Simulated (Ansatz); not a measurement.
# TiGa₃: course of a relaxation

The calculation used DFT PBEsol, scalar-relativistic, plane waves, PAW in Ansatz. Run with 420 eV cutoff, 10×10×4 k-mesh, Gaussian smearing of 0.10 eV, no spin polarisation.

What was changed: biaxial strain in the a-b plane, c and atoms relaxed: +3.0 %.

Command:

```bash
ansatz run input.yaml --threads 1 --pin off --max-ram 2560MiB --backend cpu --events-out ev --progress --plain --runs-dir out
```

Input:

```yaml
crystal:
  lattice:
    - [3.8579244598, 0.0, 0.0]
    - [0.0, 3.8579244598, 0.0]
    - [0.0, 0.0, 8.5202369547]
  atoms:
    - { symbol: Ti, position: [0.0, 0.0, 0.0] }
    - { symbol: Ti, position: [0.5, 0.5, 0.5] }
    - { symbol: Ga, position: [0.5, 0.5, 0.0] }
    - { symbol: Ga, position: [0.0, 0.5, 0.25] }
    - { symbol: Ga, position: [0.5, 0.0, 0.25] }
    - { symbol: Ga, position: [0.0, 0.0, 0.5] }
    - { symbol: Ga, position: [0.5, 0.0, 0.75] }
    - { symbol: Ga, position: [0.0, 0.5, 0.75] }
basis:
  ecutwfc: 420
kpoints:
  mp_grid: { grid: [10, 10, 4] }
hamiltonian:
  xc: pbesol
scf:
  occupations: { method: gaussian, width: 0.1 }
output:
  forces: true
  stress: true
  eigenvalues: true
  write_density: true
  write_potential: true
  elf: true
  volumetric_format: npy
relax:
  adjacent_minimum: "off"
  f_tol: 0.008
  max_steps: 40
  cell: { stress_tol: 0.015, fix: [a, b, gamma] }
```

F is the free energy. Steps run on the plane waves of an earlier cell, but the last one, and at times one on the way, on a freshly chosen basis, so a repeated geometry can differ a little in energy. The held parts of the cell keep their stress, so P needn't end at zero.

Steps:

```tsv
step	F − F(1) (eV)	largest force component (eV/Å)	V (Å³/atom)	P (GPa)
1	0.0000	0.000	15.851	-4.33
2	-0.0003	0.000	15.932	-4.81
3	-0.0007	0.000	15.902	-4.63
4	-0.0008	0.000	15.902	-4.63
```

Relaxed structure:

```cif
data_structure
_symmetry_space_group_name_H-M 'P 1'
_symmetry_Int_Tables_number 1
_cell_length_a 3.8579
_cell_length_b 3.8579
_cell_length_c 8.5474
_cell_angle_alpha 90.000
_cell_angle_beta 90.000
_cell_angle_gamma 90.000
_cell_volume 127.22
loop_
_atom_site_label
_atom_site_type_symbol
_atom_site_fract_x
_atom_site_fract_y
_atom_site_fract_z
_atom_site_occupancy
Ti1 Ti 0.00000 0.00000 0.00000 1
Ti2 Ti 0.50000 0.50000 0.50000 1
Ga1 Ga 0.50000 0.50000 0.00000 1
Ga2 Ga 0.00000 0.50000 0.25000 1
Ga3 Ga 0.50000 0.00000 0.25000 1
Ga4 Ga 0.00000 0.00000 0.50000 1
Ga5 Ga 0.50000 0.00000 0.75000 1
Ga6 Ga 0.00000 0.50000 0.75000 1
```

Symmetry: I4/mmm, No. 139, tetragonal system. Conventional cell: a = 3.858 Å, b = 3.858 Å, c = 8.547 Å, α = 90.00°, β = 90.00°, γ = 90.00°. Around Ti (site symmetry 4/mmm) lie 12 Ga at 2.73 to 2.88 Å. Ga (site symmetry 4/mmm) has 4 Ti at 2.73 Å and 8 Ga at 2.88 Å as nearest neighbours. Around Ga (site symmetry -4m2) lie 8 Ga at 2.73 to 2.88 Å and 4 Ti at 2.88 Å.

The run converged. Time: 2.5 min on 1 thread of Arm Neoverse V1, on a shared host, peak memory 0.65 GiB.